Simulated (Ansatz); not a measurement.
Relaxed LiH (rock salt):

```
LiH
1.0
    0.00000     4.00712     4.00712
    2.00356     2.00356     4.00712
    2.00356     2.00356     0.00000
H Li
2 2
Cartesian
  0.00000   0.00000   0.00000
  2.00356   4.00712   6.01067
  2.00356   6.01067   6.01067
  2.00356   4.00712   4.00712
```

The atoms are displaced by Q × the pattern below (from a DFPT mode at X = (0.5, 0.5, 0.0), largest move 1; Q in Å), at fixed cell. It is one choice among 2 degenerate patterns. (q is in reciprocal vectors of the primitive cell; the cell shown is doubled to hold the pattern.)

```json
[
 {"atom": "H1", "x": "0.000", "y": "-0.183", "z": "0.000"},
 {"atom": "H2", "x": "0.000", "y": "0.183", "z": "0.000"},
 {"atom": "Li3", "x": "0.000", "y": "1.000", "z": "0.000"},
 {"atom": "Li4", "x": "0.000", "y": "-1.000", "z": "0.000"}
]
```

Calculation: PBE (plane waves to 420 eV, PAW, scalar-relativistic; Ansatz, a quantum-chemistry and plane-wave program). k mesh 14×14×14 (Γ-centred), Fermi-Dirac smearing 0.05 eV. LiH was relaxed with its symmetry unable to fall.

At one point of the scan the forces (eV/Å) are:

```json
[
 {"atom": "H1", "Fx": "0.000", "Fy": "-0.041", "Fz": "0.000"},
 {"atom": "H2", "Fx": "0.000", "Fy": "0.041", "Fz": "0.000"},
 {"atom": "Li3", "Fx": "0.000", "Fy": "-0.663", "Fz": "0.000"},
 {"atom": "Li4", "Fx": "0.000", "Fy": "0.663", "Fz": "0.000"}
]
```

Which point is it?
A. Q = 0.093 Å
B. Q = 0.233 Å
C. Q = 0.047 Å
D. Q = 0.187 Å

B, Q = 0.233 Å

(A displaced cell: forces are minus the slopes of the energy, force constants its curvatures, and phonons follow from these.)
